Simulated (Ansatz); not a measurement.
Cell and atoms are relaxed with the symmetry kept. Start:

```
CELL_PARAMETERS angstrom
4.00060 0.00000 0.00000
0.00000 4.00060 0.00000
0.00000 0.00000 6.10430
ATOMIC_POSITIONS crystal
Cu 0.00000 0.00000 0.00000
Cu 0.50000 0.50000 0.00000
Cu 0.50000 0.00000 0.27000
Cu 0.00000 0.50000 0.73000
Sb 0.50000 0.00000 0.70000
Sb 0.00000 0.50000 0.30000
```

Theory: DFT r2SCAN, scalar-relativistic, plane waves, PAW (Ansatz).

Plane waves to 500 eV, a k mesh through Γ of 10×10×6 on the computed 6-atom cell and Gaussian smearing (0.10 eV); no spin polarisation.

Q: What does it relax to?

A: The volume goes down by 0.13 Å³/atom to 16.15 Å³/atom, and the energy falls by 1.7 meV/atom. Final structure:
Space group P4/nmm:1 (No. 129). a = 4.001 Å, b = 4.001 Å, c = 6.055 Å, α = 90.00°, β = 90.00°, γ = 90.00°
```tsv
atom	site	symmetry	x	y	z
Cu	2a	-4m2	0.0000	0.0000	0.0000
Cu	2c	4mm	0.5000	0.0000	0.2655
Sb	2c	4mm	0.5000	0.0000	0.7021
```

Course of the relaxation (steps run on the plane waves of an earlier cell, and the basis is chosen afresh near the end, so energy and pressure can step there; trial steps that raised the energy were taken back; energies are free energies):

```json
{"step": "1", "E − E_final (meV/atom)": "1.7", "largest force component (eV/Å)": "0.218", "P (GPa)": "-1.19", "V (Å³/atom)": "16.28"}
{"step": "2", "E − E_final (meV/atom)": "0.4", "largest force component (eV/Å)": "0.093", "P (GPa)": "0.12", "V (Å³/atom)": "16.14"}
{"step": "3", "E − E_final (meV/atom)": "0.0", "largest force component (eV/Å)": "0.033", "P (GPa)": "0.11", "V (Å³/atom)": "16.13"}
{"step": "4", "E − E_final (meV/atom)": "0.0", "largest force component (eV/Å)": "0.006", "P (GPa)": "-0.01", "V (Å³/atom)": "16.16"}
{"step": "5", "E − E_final (meV/atom)": "0.0", "largest force component (eV/Å)": "0.001", "P (GPa)": "0.00", "V (Å³/atom)": "16.15"}
{"step": "6", "E − E_final (meV/atom)": "0.0", "largest force component (eV/Å)": "0.001", "P (GPa)": "0.00", "V (Å³/atom)": "16.15"}
```

Cost: 1 run of about 8.1 core-minutes, on Arm Neoverse V1 (shared hosts).